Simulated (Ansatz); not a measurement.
Input file for Ansatz (a first-principles code):

Ansatz 0.2 input:
```yaml
crystal:
  lattice:
    - [4.0421953928, 0.0, 0.0]
    - [0.0, 4.0421953928, 0.0]
    - [0.0, 0.0, 2.8216901969]
  atoms:
    - { symbol: Al, position: [0.5, 0.0, 0.5] }
    - { symbol: Al, position: [0.0, 0.5, 0.5] }
    - { symbol: Cu, position: [0.0, 0.0, 0.0] }
kpoints:
  mp_grid: { grid: [15, 15, 21] }
hamiltonian:
  xc: lda
  pseudopotentials: { kind: paw }
scf:
  occupations: { method: fermi_dirac, width: 0.1 }
elastic: { mode: relaxed_ion, stencil: two_point, amplitude: 0.005, f_tol: 0.0005 }
```

Output (shortened):

```
Pseudopotential: Al, paw, valence charge 3
Pseudopotential: Cu, paw, valence charge 19
Functional definition: SPW92
Crystal: 3 atoms, lattice volume = 46.105 Å³
Basis set: ecut = 420 eV, 913 PW (Γ)
Bands: 17, of which v1, the nominal top of the filled ones, is band 13 counted from 1 (12 counted from 0)
Symmetry: 16 space group operations
Space group: P4/mmm (ITA 123), of the structure as read, at distance tolerance 3.6e-5 Å
k-points: 396 of 4725
SCF 1 converged in 11 iterations: F = -7581.641143 eV  dr2 = 2.82e-14
Crystal: 3 atoms, lattice volume = 45.874 Å³
Symmetry: 8 space group operations
k-points: 704 of 4725
SCF 2 converged in 11 iterations: F = -7581.640100 eV  dr2 = 6.48e-15
Crystal: 3 atoms, lattice volume = 46.335 Å³
SCF 3 converged in 8 iterations: F = -7581.640590 eV  dr2 = 4.83e-14
Crystal: 3 atoms, lattice volume = 45.874 Å³
SCF 4 converged in 11 iterations: F = -7581.640669 eV  dr2 = 1.68e-14
Crystal: 3 atoms, lattice volume = 46.335 Å³
Basis set: ecut = 420 eV, 929 PW (Γ)
SCF 5 converged in 9 iterations: F = -7581.640335 eV  dr2 = 6.12e-15
Crystal: 3 atoms, lattice volume = 46.104 Å³
Symmetry: 4 space group operations
k-points: 1264 of 4725
SCF 6 converged in 9 iterations: F = -7581.640940 eV  dr2 = 1.82e-14
Crystal: 3 atoms, lattice volume = 46.104 Å³
SCF 7 converged in 9 iterations: F = -7581.640940 eV  dr2 = 7.08e-15
Crystal: 3 atoms, lattice volume = 46.104 Å³
SCF 8 converged in 9 iterations: F = -7581.640969 eV  dr2 = 4.98e-15
Crystal: 3 atoms, lattice volume = 46.104 Å³
SCF 9 converged in 8 iterations: F = -7581.640969 eV  dr2 = 1.50e-14
SCF converged after 11 iterations
Free energy (F): -7581.641143 eV
Harris-Foulkes:  -7581.641143 eV  (|F-HF|=9.09e-13)
Internal energy: -7581.612551 eV  (E = F + TS)
E sigma→0 (E₀):  -7581.626847 eV
Entropy (-TS):   -0.028591 eV (-9.530 meV/atom)
Fermi energy:    9.763236 eV
--- Per-component energies (eV) ---
  E_band       = -488.156275
  E_kinetic    = 348.276276
  E_local      = -6122.865144  (includes V_loc(G=0)·N_el)
  E_nonlocal   = 410.748747
  E_hartree    = 2751.954620
  E_xc         = -169.473373
  E_vxc        = -176.396133  (∫ρ·V_xc dr)
  E_paw        = -2475.360877  (= ΣΔE_a)
  E_vpaw       = -451.829458  (= ΣTr[D̂ρ^β])
  E_aug_tail   = 0.000187  (compensation charges beyond the density's cutoff)
  E_ewald      = -2325.454081
  E_core_change = 0.561093  (= ΣΔE_core)
  E_smearing   = -0.028591  (= −TS)
  E_closure    =  0.000000  (closes the sum)
  Σ components = -7581.641143   (vs F -7581.641143, Δ=0.00e0)
--- Forces (eV/Å), atoms counted from 1 ---
  atom   1  Al     0.00000000     0.00000000     0.00000000
  atom   2  Al     0.00000000     0.00000000     0.00000000
  atom   3  Cu     0.00000000     0.00000000     0.00000000
  max |Σ_I F_I| component: 0.0 eV/Å
--- Stress (GPa, compression-positive) ---
        0.162834       0.000000       0.000000
        0.000000       0.162834       0.000000
        0.000000       0.000000      -0.122897
  P = ⅓ Tr σ = 0.0676 GPa (0.676 kbar)
--- Band table (eV; the first three rows and the last of 396) ---
  k-point 0: bands = ["-103.6294", "-61.4375", "-61.4375", "-61.4139", "-1.1141", "4.0818", "4.5833", "5.3111", "5.5353", "5.5353", "7.2668", "7.2668", "9.7819", "10.6096", "16.0589", "16.0589", "16.1465"]
  k-point 1: bands = ["-103.6294", "-61.4375", "-61.4375", "-61.4143", "-1.0708", "4.0965", "4.6011", "5.3156", "5.4877", "5.4877", "7.3486", "7.3486", "9.8056", "10.6355", "15.2223", "16.0973", "16.0973"]
  k-point 2: bands = ["-103.6293", "-61.4374", "-61.4374", "-61.4155", "-0.9411", "4.1394", "4.6523", "5.3288", "5.3666", "5.3666", "7.5730", "7.5730", "9.8774", "10.7129", "13.9312", "16.2111", "16.2111"]
  k-point 395: bands = ["-103.6283", "-61.4362", "-61.4362", "-61.4315", "3.9322", "3.9461", "5.2503", "5.2924", "5.6452", "6.0701", "7.3339", "7.4066", "8.8361", "9.0305", "9.9649", "10.0879", "12.3145"]
--- Elastic constants: 4 strain directions × 2 members + reference (group order 16) ---
  dense FFT box of the reference and of every strained cell: 30×30×20
  strains applied: 11, 33, 23, 12; error gains …
  C = ∂σ_k/∂η_j (tension-positive GPa; Voigt order 11 22 33 23 13 12):
       221.450     22.126     70.755      0.000      0.000      0.000
        22.126    221.450     70.755      0.000      0.000      0.000
        70.505     70.505    178.026      0.000      0.000      0.000
         0.000      0.000      0.000     56.122      0.000      0.000
         0.000      0.000      0.000      0.000     56.122      0.000
         0.000      0.000      0.000      0.000      0.000     47.750
  reference stress σ⁰ (GPa):     -0.163     -0.163      0.123      0.000      0.000      0.000
  moduli (Voigt/Reuss/Hill, GPa): K = 105.30/105.28/105.29   G = 62.50/58.45/60.48   E = 152.28   ν = 0.259
  mechanically stable: yes (min eigenvalue of sym C = 47.75 GPa)
  strain η (Voigt 11):  stress-route row diagonal C_11 = 221.45 GPa, energy-path curvature d²(F+E_count+ΔE)/dδ²/Ω₀ = 221.49 GPa
         δ    σ_11 (GPa)             F (eV)   n_scf  n_hpsi   n_pw
    -5.000e-3      -1.2918       -7581.6401002      11  262235    924   relax 0 steps, max|allowed force component| 0.0 eV/Å
     5.000e-3       0.9227       -7581.6405901       8  218073    934   relax 0 steps, max|allowed force component| 0.0 eV/Å
  strain η (Voigt 33):  stress-route row diagonal C_33 = 178.03 GPa, energy-path curvature d²(F+E_count+ΔE)/dδ²/Ω₀ = 178.03 GPa
         δ    σ_33 (GPa)             F (eV)   n_scf  n_hpsi   n_pw
    -5.000e-3      -0.7855       -7581.6406687      11  148419    918   relax 0 steps, max|allowed force component| 0.0 eV/Å
     5.000e-3       0.9947       -7581.6403353       9  133336    932   relax 0 steps, max|allowed force component| 0.0 eV/Å
  strain η (Voigt 23):  stress-route row diagonal C_44 = 56.12 GPa, energy-path curvature d²(F+E_count+ΔE)/dδ²/Ω₀ = 56.12 GPa
         δ    σ_23 (GPa)             F (eV)   n_scf  n_hpsi   n_pw
    -5.000e-3      -0.2806       -7581.6409396       9  411437    927   relax 0 steps, max|allowed force component| 0.0 eV/Å
     5.000e-3       0.2806       -7581.6409396       9  407776    927   relax 0 steps, max|allowed force component| 0.0 eV/Å
  strain η (Voigt 12):  stress-route row diagonal C_66 = 47.75 GPa, energy-path curvature d²(F+E_count+ΔE)/dδ²/Ω₀ = 47.79 GPa
         δ    σ_12 (GPa)             F (eV)   n_scf  n_hpsi   n_pw
    -5.000e-3      -0.2387       -7581.6409690       9  230678    932   relax 0 steps, max|allowed force component| 0.0 eV/Å
     5.000e-3       0.2387       -7581.6409690       8  236127    932   relax 0 steps, max|allowed force component| 0.0 eV/Å
```

Cost: roughly 5 core-minutes on shared cores.

The workflow started from a Materials Project entry (that database holds measured and hypothetical structures alike); the Crystallography Open Database copy checked does not list it. It is not the phase usual at ambient conditions (space group No. 140). The LDA relaxation kept the symmetry of its start; whether a distortion lowers the energy is not shown. The run is not spin-polarised. As this level gives no gap, shear constants depend on the k-mesh and smearing (Fermi–Dirac, 0.1 eV here). Axis ratios of metals converge slowly with the k-mesh, so a and c are less sure than the volume.

Potentials: the later of the program's two PAW sets.

Ansatz is a plane-wave DFT program.
